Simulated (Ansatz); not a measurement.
Al2Au (MoSi2 or CaC2 type, I4/mmm), plane-wave PAW PBEsol (Ansatz code), all energies at zero smearing, with the estimated change up to a 700 eV cutoff added, with one set of potentials and settings (totals compare only within such a set). Cell of 3 atoms (1 Au, 2 Al): -14056.826 eV.

| element | reference phase | E (eV/atom) |
|---|---|---|
| Au | Fm-3m, 1 atoms in the cell | -13007.0999 |
| Al | Fm-3m, 1 atoms in the cell | -524.5507 |

Formation energy per atom, worked out: (-14056.826 − 1×(-13007.0999) − 2×(-524.5507))/3 = -0.208 eV/atom (-20 kJ per mol of atoms), at 0 K, without zero-point energy or fitted corrections.

The cell is a constructed one: a structure type filled with these elements; neither database checked (COD, Materials Project) lists it. COD files the formula under space group No. 225. Whether it is the stable phase at ambient conditions was not checked. The PBEsol relaxation kept the symmetry of its start; its stability against distortions is not shown here. The references are the lowest solids computed at this level, not always the standard phases. Spin–orbit coupling is left out wherever it is not named.

Potentials: the later of the program's two PAW sets.
